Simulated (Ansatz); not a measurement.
All numbers below come from DFT PBE, scalar-relativistic, plane waves, PAW (Ansatz 0.2.0). Settings: cutoff 420 eV, Γ-centred meshes spaced at most about 0.3 Å⁻¹ (2π included), Gaussian smearing. No spin polarisation in the final relaxations.

These are static total energies at zero pressure. All come from trial cells, and lower structures may exist.

Problem. Order these relaxed structures of SrLiBr3 by energy, lowest first, with the energy over the lowest of them.
A.

```xyz
10
Lattice="4.4014 0.0000 0.0000 0.0000 8.6383 0.0000 0.0000 0.0000 8.2099" Properties=species:S:1:pos:R:3 pbc="T T T"
Li    2.2007    3.3062    4.5451
Li    2.2007    5.3321    0.4402
Sr    0.0000    7.6951    3.1354
Sr    0.0000    0.9432    7.2403
Br    2.2007    5.3952    3.0423
Br    2.2007    3.2431    7.1472
Br    0.0000    2.0960    4.2386
Br    2.2007    8.0168    5.5626
Br    2.2007    0.6215    1.4577
Br    0.0000    6.5423    0.1337
```

B.

```xyz
10
Lattice="7.3593 0.0000 0.0000 0.0000 7.3593 0.0000 0.0000 0.0000 5.1592" Properties=species:S:1:pos:R:3 pbc="T T T"
Li    3.6797    3.6797    0.0000
Li    0.0000    0.0000    0.0000
Sr    0.0000    3.6797    2.5796
Sr    3.6797    0.0000    2.5796
Br    6.0731    2.3935    0.0000
Br    4.9658    6.0731    0.0000
Br    3.6797    3.6797    2.5796
Br    1.2862    4.9658    0.0000
Br    2.3935    1.2862    0.0000
Br    0.0000    0.0000    2.5796
```

Solution. A (0 meV/atom), B (87 meV/atom). Forms: A Pmc2_1; B P4/mbm. Counting Br atoms around Li and Sr (those within 1.25 times the shortest such distance or 1.15 times the sum of covalent radii; a plus sign parts nearer from farther groups): A has Sr 8, Li 4; B has Sr 4+4, Li 6.

Cells relaxed within their symmetry can be saddle points. The Pmc2_1 cell of SrLiBr3 came from shaking the P4/mbm one. Some types were kept out of the candidates beforehand, so the set may lack a known form.
